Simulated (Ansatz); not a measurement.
Data:

AlN:
```
AlN
1.0
    0.00000     2.01881     2.01881
    2.01881     0.00000     2.01881
    2.01881     2.01881     0.00000
Al N
1 1
Cartesian
  0.00000   0.00000   0.00000
  2.01881   2.01881   2.01881
```

This is the r²SCAN-relaxed structure.

Question: All from r²SCAN (plane waves, PAW; program Ansatz), unless another level is named. Estimate the Hill bulk and shear moduli.

Answer: 276 and 240 GPa.

Question: Give the elastic constants (relaxed ions, GPa).

Answer: C11 = 467, C12 = 181, C44 = 339.

Space group Fm-3m (rock salt). This is a known high-pressure phase of the composition, computed here at zero pressure and temperature. The r²SCAN relaxation kept the symmetry of its start; its stability against distortions is not shown here. The volume moved by -17 % from the start of the relaxation.

Potentials: the later of the program's two PAW sets.
